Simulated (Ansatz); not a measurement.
The calculation used Ansatz 0.2.0, DFT PBE, scalar-relativistic, plane waves, PAW. Each cell gets a short relaxation within its symmetry: 420 eV, a coarse mesh through Γ, smearing of 0.15 eV, at most 16 steps to 0.08 eV/Å and 0.8 GPa. No spin polarisation. Energies are free energies per atom, good to about 0.1 eV/atom between metallic cells, end volumes are rough, and groups of ends are read at 0.1 Å.

Two unrelaxed guesses for AlIn₃Sb₂N₂:

A.

```yaml
crystal:
  lattice:
    - [7.75000, 0.00000, 0.00000]
    - [0.00000, 6.71000, 0.00000]
    - [0.00000, 0.00000, 6.33000]
  atoms:
    - { symbol: Al, position: [0.00000, 0.83300, 0.00000] }
    - { symbol: Al, position: [0.50000, 0.16700, 0.50000] }
    - { symbol: In, position: [0.75000, 0.66700, 0.50000] }
    - { symbol: In, position: [0.25000, 0.66700, 0.50000] }
    - { symbol: In, position: [0.50000, 0.83300, 0.00000] }
    - { symbol: In, position: [0.00000, 0.16700, 0.50000] }
    - { symbol: In, position: [0.25000, 0.33300, 0.00000] }
    - { symbol: In, position: [0.75000, 0.33300, 0.00000] }
    - { symbol: Sb, position: [0.00000, 0.83300, 0.37500] }
    - { symbol: Sb, position: [0.50000, 0.83300, 0.37500] }
    - { symbol: Sb, position: [0.50000, 0.16700, 0.87500] }
    - { symbol: Sb, position: [0.00000, 0.16700, 0.87500] }
    - { symbol: N, position: [0.25000, 0.66700, 0.87500] }
    - { symbol: N, position: [0.75000, 0.66700, 0.87500] }
    - { symbol: N, position: [0.75000, 0.33300, 0.37500] }
    - { symbol: N, position: [0.25000, 0.33300, 0.37500] }
```

B.

```yaml
crystal:
  lattice:
    - [3.31276, 1.91263, 5.51607]
    - [-3.31276, 1.91263, 5.51607]
    - [0.00000, -3.82525, 5.51607]
  atoms:
    - { symbol: Al, position: [0.00000, 0.00000, 0.00000] }
    - { symbol: In, position: [0.50000, 0.50000, 0.00000] }
    - { symbol: In, position: [0.00000, 0.50000, 0.50000] }
    - { symbol: In, position: [0.50000, 0.00000, 0.50000] }
    - { symbol: Sb, position: [0.19870, 0.19870, 0.19870] }
    - { symbol: Sb, position: [0.80130, 0.80130, 0.80130] }
    - { symbol: N, position: [0.39769, 0.39769, 0.39769] }
    - { symbol: N, position: [0.60231, 0.60231, 0.60231] }
```

Question: Does the order of the two change on relaxation?

Answer: As given, B is lower by 0.22 eV/atom. Relaxed, A is lower by 0.73 eV/atom, so the order turns round. A goes from Pmn2_1 at 20.6 Å³/atom to Pmn2_1 at 22.4 Å³/atom and gains 1.11 eV/atom. B goes from R-3m at 26.2 Å³/atom to R-3m at 25.9 Å³/atom and gains 0.16 eV/atom. The closest pair in A goes from Al–N, In–N and In–Sb at 2.37 Å to Al–N at 1.89 Å. The closest pair in B goes from In–N at 2.19 Å to In–N at 2.11 Å. At the end: counting N or Sb atoms around Al and In (for each partner element, those within 1.25 times its shortest distance or 1.15 times the sum of covalent radii, where it is the nearest in units of that sum or under 1.3; a plus sign parts groups by distance over the sum of covalent radii), A has Al 4, In 4 and B has Al 2, In 2+2.

Spin–orbit coupling, which can matter for Sb, is left out.
